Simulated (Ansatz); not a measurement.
TiAl:
Space group P-6m2 (No. 187); a = b = 2.8121 Å, c = 4.5907 Å, α = β = 90.00°, γ = 120.00°

| atom | site | symmetry | x | y | z |
|---|---|---|---|---|---|
| Ti | 1a | -6m2 | 0.0000 | 0.0000 | 0.0000 |
| Al | 1d | -6m2 | 0.3333 | 0.6667 | 0.5000 |

Relaxed at zero pressure with DFT-LDA in the program Ansatz with PAW potentials.

The volume is raised by 3 % and shape and atoms relax at that volume. What pressure results, and how do the axes share the change?

-3.2 GPa; a 1.1 %, b 1.1 %, c 0.7 %; the energy rises by 5 meV/atom.

Give the new structure.


Space group P-6m2 (No. 187); a = b = 2.8438 Å, c = 4.6233 Å, α = β = 90.00°, γ = 120.00°

```tsv
atom	site	symmetry	x	y	z
Ti	1a	-6m2	0.0000	0.0000	0.0000
Al	1d	-6m2	0.3333	0.6667	0.5000
```

The phase is kept; no other phase was compared at this pressure.

The workflow started from a Materials Project entry (that database holds measured and hypothetical structures alike); the Crystallography Open Database copy checked does not list it. With Ti and Al taken as one species the cell has the higher symmetry P6_3/mmc, so it may be an ordered model of a mixed-site phase. It is not the phase usual at ambient conditions (space group No. 123). Symmetry was held in the LDA relaxation; its stability against distortions is not shown here. No spin polarisation was allowed. Axis ratios of metals converge slowly with the k-mesh, so a and c are less sure than the volume.

Potentials: the earlier of the program's two PAW sets. The files were generated under PBE; for other functionals the program regenerates the frozen cores, and for LDA and PBEsol the local potential too.
